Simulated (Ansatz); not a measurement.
**Calculated ³³S NMR of the central transition for RuS₂**

Cell: a structure deposited in the COD, ions relaxed with PBE at fixed cell.

```cif
data_RuS2
_symmetry_space_group_name_H-M 'Pa-3'
_symmetry_Int_Tables_number 205
_cell_length_a 5.6106
_cell_length_b 5.6106
_cell_length_c 5.6106
_cell_angle_alpha 90.000
_cell_angle_beta 90.000
_cell_angle_gamma 90.000
loop_
_atom_site_label
_atom_site_type_symbol
_atom_site_symmetry_multiplicity
_atom_site_Wyckoff_symbol
_atom_site_fract_x
_atom_site_fract_y
_atom_site_fract_z
Ru Ru 4 a 0.0000 0.0000 0.0000
S S 8 c 0.3868 0.3868 0.3868
```

One atom of each set is listed.

Computed with Ansatz: DFT, PBE, plane waves and PAW, scalar-relativistic, collinear spin, 420 eV cutoff, Γ-centred 5×5×5 k-points, Fermi–Dirac smearing 0.02 eV. Start moments as typed (μB): 2 on each Ru, none on the rest.

³³S has I = 3/2 and Q = -69.40 mb (Pyykkö 2018); at 23.5 T its Larmor frequency is ν₀ = 76.9 MHz. Only the quadrupole interaction is simulated: positions count from each site's isotropic chemical shift, and shift anisotropy, dipolar and J coupling are left out.

(1) Simulate the second-order pattern (static powder, Gaussian broadening 60 kHz) of site S (1 S at 2.20 Å, 3 Ru at 2.35 Å).

Results:

(1) The calculation gives C_Q = -24.2 MHz and η = 0.00, so ν_Q = 12.1 MHz and the centre of gravity lies at -2481 ppm (-191 kHz).

```csv
offset (kHz),height
-691.2,8
-643.2,78
-595.2,100
-547.2,66
-499.2,52
-451.2,45
-403.2,41
-355.1,39
-307.1,36
-259.1,35
-211.1,34
-163.1,34
-115.1,33
-67.1,33
-19.0,31
29.0,27
77.0,27
125.0,29
173.0,32
221.0,37
269.0,47
317.1,71
365.1,55
413.1,6
```

An axis of threefold or higher order runs through S, so V_zz lies along it and η is zero. The structure holds S–S bonds (2.20 Å).

With ν_Q/ν₀ up to 0.16, terms beyond second order are no longer negligible.

Without spin–orbit coupling (the program notes it for Ru) the gradients can shift somewhat, as the gap is small. The start moments die out, and the run ends without spin.

The relaxation (4 steps) took 2.2 min of wall time (2.1 min of CPU time) and 0.6 GiB at its peak, on 1 thread of Arm Neoverse N1 (aarch64; 36 cores open to the job, memory cap 3.0 GiB, no GPU), a shared host with a load of 0.9 a core.
